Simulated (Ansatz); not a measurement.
Be (hcp (Mg type)), relaxed with PBE (Ansatz, a program for electronic structure, plane waves, PAW): a = 2.2625 Å, b = 2.2625 Å, c = 3.5664 Å, α = 90.00°, β = 90.00°, γ = 120.00°.

- B₀ by P(V) fit (GPa): 123

Task: The same phase is relaxed and computed with r²SCAN in the same code. What are the cell and these values now?

Result: a = b = 2.2612 Å, c = 3.5686 Å, α = β = 90.00°, γ = 120.00°.

- B₀ by P(V) fit (GPa) = 124

All cells were relaxed under the symmetry of their starts (and spin orders); stability against distortions was not tested throughout.

Potentials: the earlier of the program's two PAW sets.

Ansatz is a plane-wave DFT program.
